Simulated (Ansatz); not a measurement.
Ta2C:
```cif
data_CTa2
_chemical_formula_sum 'Ta2 C1'
_space_group_name_H-M_alt 'P-3m1'
_space_group_IT_number 164
_space_group_name_Hall '-P 3 2"'
_cell_length_a 3.09467
_cell_length_b 3.09467
_cell_length_c 4.92202
_cell_angle_alpha 90.000
_cell_angle_beta 90.000
_cell_angle_gamma 120.000
loop_
_atom_site_label
_atom_site_type_symbol
_atom_site_symmetry_multiplicity
_atom_site_Wyckoff_symbol
_atom_site_fract_x
_atom_site_fract_y
_atom_site_fract_z
_atom_site_occupancy
Ta1 Ta 2 d 0.33333 0.66667 0.25309 1
C1 C 1 a 0.00000 0.00000 0.00000 1
```

This is the PBEsol-relaxed structure.

All from PBEsol (plane waves, PAW; program Ansatz), unless another level is named. Predict the Young's modulus.

373 GPa.

Predict the highest zone-centre frequency.

666 cm⁻¹.

The workflow started from a Materials Project entry (that database holds measured and hypothetical structures alike); the Crystallography Open Database files this formula in space group No. 164, but the cells were not matched. Its standing as an ambient phase is unchecked. The PBEsol relaxation kept the symmetry of its start; of distortions, only those at the zone centre were tested. The run is not spin-polarised. As this level gives no gap, phonon frequencies hold no LO–TO term and depend on the k-mesh and smearing (Fermi–Dirac, 0.1 eV here). Scalar-relativistic: spin–orbit coupling is off unless named, which matters more the heavier the elements.

Potentials: the later of the program's two PAW sets.
